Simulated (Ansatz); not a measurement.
# Fields on a plane of Zr (hcp, Mg type)

```xyz
2
Lattice="3.1847 0.0000 0.0000 -1.5924 2.7581 0.0000 0.0000 0.0000 5.1172" Properties=species:S:1:pos:R:3 pbc="T T T"
Zr     0.0000     1.8387     3.8379
Zr     1.5924     0.9194     1.2793
```

The slice is a (0001) plane (indices of the conventional cell) through the point (0.333, 0.667, 0.750) (fractional), spanned by u = [110] and v = [1 -1 0] in vectors of this cell: u (3.18 Å) and v (5.52 Å, at 90° to u). It covers one period; positions are fractions (u, v).

Atoms on it: Zr at (0.00, 0.00); Zr at (0.50, 0.50).

Level of theory: PBEsol (plane waves to 420 eV, PAW, scalar-relativistic; Ansatz, an electronic-structure program). k mesh 17×17×9. Inside the PAW spheres the values are not all-electron values, and peaks at nuclei hang on which shells count as valence. The PAW data are Ansatz's earlier set. Zr is run without spin polarisation. Zr was relaxed with its symmetry unable to fall.

```
|@@@#+:. .:+#@@|
|@@%*=:...:=*%@|
|%#*=:.....:=*#|
|+=-:.......:-=|
|::...........:|
|     .....    |
|    ..:::..   |
|   .:-=+=-:.  |
|   :=*#%#*=:  |
|  .-*%@@@%*-. |
|  :+#@@@@@#+: |
| .:+%@@@@@%+:.|
| .:+#@@@@@#+:.|
|..:=*%@@@%*=:.|
|...:=*#%#*=:..|
|....:-=+=-:...|
|......:::.....|
|...         ..|
|::..       ..:|
|+=-:.     .:-=|
|%#*=:     :=*#|
|@@%*-.   .-*%@|
|@@@#+:   :+#@@|
|@@@%+:. .:+%@@|
```
Scale: ten equal steps from -0.86 (start of ' ') to 0.63 (end of '@'), in the order ' .:-=+*#%@'. Values: log₁₀ of the valence density in e/Å³. The map has 14 points along u (one character each, u = 0 at the left) and 24 along v (v = 0 in the bottom row). The scale is logarithmic, as a density can span decades between atoms and voids.

```
|xxxxxxxxxx  ++##++  xxxxxxxx|
|xxxxxxxx  ::**%%**::  xxxxxx|
|xxxxxxxx  ++%%@@%%++  xxxxxx|
|xxxx    ==##@@@@@@##==    xx|
|    ..==**%%%%@@%%%%**==..  |
|++++++******************++++|
|######++==::      ::==++####|
|%%%%**--    xxxxxx    --**%%|
|%%##==  xxxxxxxxxxxxxx  ==##|
|##**..  xxxxxxxxxxxxxx  ..**|
|**++  xxxxxxxxxxxxxxxxxx  ++|
|**==  xxxxxxxxxxxxxxxxxx  ==|
|##++  xxxxxxxxxxxxxxxxxx  ++|
|%%**::  xxxxxxxxxxxxxx  ::**|
|@@%%++  xxxxxxxxxxxxxx  ++%%|
|@@@@##==    xxxxxx    ==##@@|
|@@%%%%**==..      ..==**%%%%|
|**********++++++++++********|
|    ::==++##########++==::  |
|xxxx    --**%%%%%%**--    xx|
|xxxxxxxx  ==##%%##==  xxxxxx|
|xxxxxxxx  ..**##**..  xxxxxx|
|xxxxxxxxxx  ++**++  xxxxxxxx|
|xxxxxxxxxx  ==**==  xxxxxxxx|
```
Scale: ten equal steps from 2.00 (start of ' ') to 10.47 (end of '@'), in the order ' .:-=+*#%@'. Values: electrostatic potential energy of an electron, from the cell's mean, in eV. The map has 14 points along u (two characters each, u = 0 at the left) and 24 along v (v = 0 in the bottom row). Points within 1 Å of a nucleus are blanked (x), as the pseudised field means little there. Values under 2 eV are set to 2. The zero, the cell's mean, hangs on the PAW cores.

The density on the Zr–Zr line (3.18 Å) at its midpoint is 0.18 e/Å³. The ELF at that point is 0.23.
